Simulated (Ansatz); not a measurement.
Ba$_{2}$CaMoO$_{6}$ in Ansatz, settings compared

Run with:

```bash
ansatz run input.yaml --threads 1 --pin off --max-ram 2560MiB --backend cpu --events-out ev --progress --plain --runs-dir out
```

Input:

```yaml
crystal:
  lattice:
    - [0.0, 4.196154, 4.196154]
    - [4.196154, 0.0, 4.196154]
    - [4.196154, 4.196154, 0.0]
  atoms:
    - { symbol: Ba, position: [0.25, 0.25, 0.25] }
    - { symbol: Ba, position: [0.75, 0.75, 0.75] }
    - { symbol: Ca, position: [0.0, 0.0, 0.0] }
    - { symbol: Mo, position: [0.5, 0.5, 0.5] }
    - { symbol: O, position: [0.72814, 0.27186, 0.27186] }
    - { symbol: O, position: [0.27186, 0.72814, 0.27186] }
    - { symbol: O, position: [0.27186, 0.72814, 0.72814] }
    - { symbol: O, position: [0.72814, 0.27186, 0.72814] }
    - { symbol: O, position: [0.27186, 0.27186, 0.72814] }
    - { symbol: O, position: [0.72814, 0.72814, 0.27186] }
  symmetry: { tolerance: 0.0003 }
kpoints:
  mp_grid: { grid: [4, 4, 4], shift: [0, 0, 0] }
magnetization:
  spin_polarized: false
scf:
  occupations: { method: fermi_dirac }
hamiltonian:
  pseudopotentials: { kind: paw }
  xc: r2scan
basis:
  ecutwfc: 500
output:
  forces: true
  stress: true
  eigenvalues: true
```

Origin of the cell: a database entry, scaled a little.

The smearing width isn't typed, so it takes its default of 0.1 eV.

Output of this run (shortened):

```
SCF iter   1: F=—  HF=-22143.362773 eV  Δρ=1.40e-2  dr2=4.46e-1  dr2_τ=4.83e-1  defer=10
SCF iter   2: F=—  HF=-22143.576987 eV  Δρ=7.57e-3  dr2=6.81e-2  dr2_τ=3.63e-2  defer=16
SCF iter   3: F=—  HF=-22143.566771 eV  Δρ=2.95e-3  dr2=8.73e-3  dr2_τ=6.22e-4  defer=8
SCF iter   4: F=—  HF=-22143.564259 eV  Δρ=6.71e-4  dr2=3.18e-4  dr2_τ=7.42e-5  defer=8
SCF iter   5: F=—  HF=-22143.564278 eV  Δρ=1.34e-4  dr2=1.76e-5  dr2_τ=4.76e-6  defer=8
SCF iter   6: F=—  HF=-22143.564432 eV  Δρ=3.87e-5  dr2=2.15e-6  dr2_τ=2.69e-7  defer=8
SCF iter   7: F=-22143.564433 eV  HF=-22143.564433 eV  Δρ=5.34e-6  dr2=2.75e-8  dr2_τ=4.79e-9
SCF 1 converged in 7 iterations: F = -22143.564433 eV  dr2 = 2.75e-8
SCF converged after 7 iterations
Free energy (F): -22143.564433 eV
Harris-Foulkes:  -22143.564433 eV  (|F-HF|=2.57e-8)
Internal energy: -22143.564430 eV  (E = F + TS)
E sigma→0 (E₀):  -22143.564432 eV
Entropy (-TS):   -0.000003 eV (-0.000 meV/atom)
Fermi energy:    10.123668 eV
--- Per-component energies (eV) ---
  E_band       = -348.670447
  E_kinetic    = 2116.414486
  E_local      = -4695.701444  (includes V_loc(G=0)·N_el)
  E_nonlocal   = 594.549421
  E_hartree    = 1716.439226
  E_xc         = -1076.207050
  E_vxc        = -1388.053510  (∫ρ·V_xc dr)
  E_paw        = -15540.379773  (= ΣΔE_a)
  E_vpaw       = -492.931037  (= ΣTr[D̂ρ^β])
  E_aug_tail   = 0.005873  (compensation charges beyond the density's cutoff)
  E_vtau       = 84.164026  (kinetic-family band-sum trace: ∫τ·v_τ [+ j·A + Jᵃ·Aᵃ] dr)
  E_ewald      = -5258.192487
  E_core_change = -0.492683  (= ΣΔE_core)
  E_smearing   = -0.000003  (= −TS)
  Σ components = -22143.564433   (vs F -22143.564433, Δ=0.00e0)
--- Forces (eV/Å), atoms counted from 1 ---
  atom   1  Ba    -0.000000    -0.000000    -0.000000
[… 4 lines left out …]
  atom   6  O     -0.000000    -0.207007     0.000000
  atom   7  O      0.207007    -0.000000     0.000000
  atom   8  O      0.000000     0.207007     0.000000
  atom   9  O      0.000000    -0.000000    -0.207007
  atom  10  O      0.000000     0.000000     0.207007
  max |Σ_I F_I| component: 1.19e-16 eV/Å
--- Stress (GPa, compression-positive) ---
        0.374377       0.000000       0.000000
       -0.000000       0.374377       0.000000
        0.000000       0.000000       0.374377
  P = ⅓ Tr σ = 0.3744 GPa (3.744 kbar)
```

The same input was run again with these changes:

1. `basis.xc_grid` default → 3; `scf.lower_state_search` default → light
2. `scf.initial_density.chi_scale` default → 0.1
3. `crystal.symmetry` { tolerance: 0.0003 } → { detect: false }; `hamiltonian.xc` r2scan → pbesol; `accuracy` default → high
4. `kpoints.mp_grid.shift` [0, 0, 0] → [0.5, 0.5, 0.5]; `basis.ecutwfc` 500 → "250 eV"; `scf.eigensolver.kind` default → davidson

| run | end | SCF iterations | P (GPa) | max force component (eV/Å) | moment (μB) | ΔE(σ→0) (meV/atom) |
| --- | --- | --- | --- | --- | --- | --- |
| base | converged | 7 | 0.37 | 0.207 | – | 0 |
| 1 | converged | 7 | 0.37 | 0.207 | – | 0.00 |
| 2 | converged | 11 | 0.37 | 0.207 | – | 0.00 |
| 3 | converged | 9 | -1.79 | 0.271 | – | – |
| 4 | converged | 8 | -0.40 | 0.035 | – | 1106.06 |

Energies are compared only where functional, datasets, charge and starting cell are the same.

Not properties of the system: run 4 (too coarse or loose: `basis.ecutwfc` = "250 eV").

Run 4: the cutoff lies below the datasets' advice; the k mesh keeps only part of the crystal's symmetry.

The base run took 11 s of wall time on 1 CPU thread(s) of a shared host, from the program's own first density.
